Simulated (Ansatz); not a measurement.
LaN:
```
CELL_PARAMETERS angstrom
     10.62890     0.00000     0.00000
      0.00000     3.75992     0.00000
      0.00000     0.00000     3.75725
ATOMIC_POSITIONS crystal
  La 0.12385 0.25000 0.26061
  La 0.37615 0.75000 0.76061
  La 0.87615 0.75000 0.73939
  La 0.62385 0.25000 0.23939
  N  0.87963 0.25000 0.27475
  N  0.62037 0.75000 0.77475
  N  0.12037 0.75000 0.72525
  N  0.37963 0.25000 0.22525
```

DFT-PBE in the program Ansatz with PAW potentials gives a gap of 0.22 eV without spin–orbit coupling, maximum at Γ, minimum at T.

**Question.** What happens when spin–orbit coupling is switched on?

**Answer.** The gap decreases by 0.05 eV, to 0.17 eV; maximum at Γ, minimum off the standard path, at k = (0.000, 0.464, 0.464). The small gap may have closed and reopened with inverted band order, as semilocal functionals often give for heavy narrow-gap crystals.

Space group Pnma. The start of the workflow was typed in or built on a structure type; neither database checked (COD, Materials Project) lists it. COD files the formula under space group No. 225, so this cell is another polymorph or a model. Its standing as an ambient phase is unchecked. The PBE relaxation kept the symmetry of its start; whether a distortion lowers the energy is not shown.

Potentials: the later of the program's two PAW sets.
